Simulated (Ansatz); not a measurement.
Input and command of a plane-wave DFT calculation in Ansatz:

```yaml
crystal:
  lattice:
    - [3.9723671944, 0.0, 0.0]
    - [0.0, 3.9723671944, 0.0]
    - [0.0, 0.0, 3.931536804]
  atoms:
    - { symbol: Na, position: [0.0, 0.0, 0.0] }
    - { symbol: Mo, position: [0.0, 0.5, 0.5] }
    - { symbol: Mo, position: [0.5, 0.0, 0.5] }
    - { symbol: Mo, position: [0.5, 0.5, 0.0] }
basis:
  ecutwfc: 420
kpoints:
  mp_grid: { grid: [4, 4, 4] }
hamiltonian:
  xc: pbe
scf:
  occupations: { method: gaussian, width: 0.1 }
  lower_state_search: "off"
output:
  forces: true
  stress: true
  eigenvalues: true
```

```bash
ansatz run input.yaml --threads 1 --pin off --max-ram 2560MiB --backend cpu --events-out ev --progress --plain --runs-dir out
```

Processor: Arm Neoverse V1, 1 thread, on a host shared with other jobs.

Question: Estimate time, memory and problem size.

Answer: About 2 s on 1 thread of Arm Neoverse V1, on a shared host, peak memory 0.31 GiB. It solves 31 bands at 18 k points (the mesh reduced by the symmetry that the task leaves, which can be less than the crystal's) with about 1213 plane waves, in 6 SCF iterations.
